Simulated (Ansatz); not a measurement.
NiSi (MnP type, space group Pnma)

```yaml
crystal:
  lattice:
    - [5.18983, 0.00000, 0.00000]
    - [0.00000, 3.35027, 0.00000]
    - [0.00000, 0.00000, 5.62355]
  atoms:
    - { symbol: Ni, position: [0.50791, 0.25000, 0.68824] }
    - { symbol: Ni, position: [0.00791, 0.25000, 0.81176] }
    - { symbol: Ni, position: [0.49209, 0.75000, 0.31176] }
    - { symbol: Ni, position: [0.99209, 0.75000, 0.18824] }
    - { symbol: Si, position: [0.67925, 0.25000, 0.08277] }
    - { symbol: Si, position: [0.17925, 0.25000, 0.41723] }
    - { symbol: Si, position: [0.32075, 0.75000, 0.91723] }
    - { symbol: Si, position: [0.82075, 0.75000, 0.58277] }
```

The volume is varied about the relaxed value V₀ at fixed cell shape. The atoms relax within the cell's symmetry.

Computed with PBE (plane waves to 420 eV, PAW, scalar-relativistic; Ansatz, an electronic-structure program). k mesh 9×14×8 (Γ-centred), Fermi-Dirac smearing 0.05 eV. Energies are smeared free energies. Compression counts positive. NiSi is run without spin polarisation. NiSi was relaxed with its symmetry unable to fall. The PAW data are Ansatz's earlier set. The zero of ΔE is the relaxed starting cell.

```
V/V₀   P (GPa)  ΔE (meV/atom)
-----  -------  -------------
0.840     43.8            227
0.867     33.4            149
0.893      [?]             90
0.920     17.0             48
0.947      [?]             20
0.973      4.8              5
1.000      0.0              0
1.027     -4.1              4
1.053     -7.7             16
1.080    -10.7             35
1.107    -13.3             60
1.133    -15.5             89
1.160    -17.4            123
```

Q: Complete the blanks.

A: 
- 0.893, P (GPa): 24.6
- 0.947, P (GPa): 10.4

(Under strain, the slope of the energy per volume gives the stress and its curvature an elastic modulus.)
